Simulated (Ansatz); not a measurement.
# All-electron card of Na

```xyz
1
Lattice="-2.1175 2.1175 2.1175 2.1175 -2.1175 2.1175 2.1175 2.1175 -2.1175" Properties=species:S:1:pos:R:3 pbc="T T T"
Na    0.0000    0.0000    0.0000
```

Structure: COD 9011002, as refined from experiment and not relaxed.

Theory: DFT, PBEsol, all-electron LAPW, scalar-relativistic in Ansatz 0.2.0.

The runs use a Γ-centred 11×11×11 k mesh, Fermi–Dirac smearing of 0.03 eV, basis error target 0.5 meV/atom, no spin polarisation.

* Pressure at this cell: -3.4 kbar
* Band gap: none: with an odd electron count and no spin polarisation the bands can't all be full, a metal in this set-up (spin order or a larger cell could open a gap)
* Density of states at the Fermi level (0.2 eV bin): 0.49 states/eV per cell
* Volume per atom: 37.98 Å³
